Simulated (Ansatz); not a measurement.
HfIr3 in space group I4/mmm (No. 139; Ir on 2b, Ir on 4d, Hf on 2a) at seven volumes, plane-wave PAW r²SCAN (Ansatz code), shape and atoms relaxed at each. One row is withheld.

```
V (Å³/atom)  P (GPa)
-----------  -------
14.053         34.42
14.517         20.94
14.980             ?
15.443          0.00
15.907         -8.06
16.370        -14.84
16.833        -20.52
```

Task: Fit the shown pressures and predict the withheld one.

Result: P = (3/2)B₀(x^(7/2) − x^(5/2))[1 + (3/4)(B′ − 4)(x − 1)] with x = (V₀/V)^(2/3). Least squares on the six rows gives V₀ = 15.444 Å³/atom, B₀ = 292 GPa, B′ = 4.72. At V = 14.980, x = 1.0205 and P = 9.57 GPa. The run itself gave 9.57 GPa.

The cell is a constructed one: a structure type filled with these elements; neither database checked (COD, Materials Project) lists it. COD files the formula under space group No. 221, so this cell is another polymorph or a model. Whether it is the stable phase at ambient conditions was not checked. The r²SCAN relaxation kept the symmetry of its start; its stability against distortions is not shown here. The run is not spin-polarised. Spin–orbit coupling is left out wherever it is not named.

Potentials: the earlier of the program's two PAW sets.
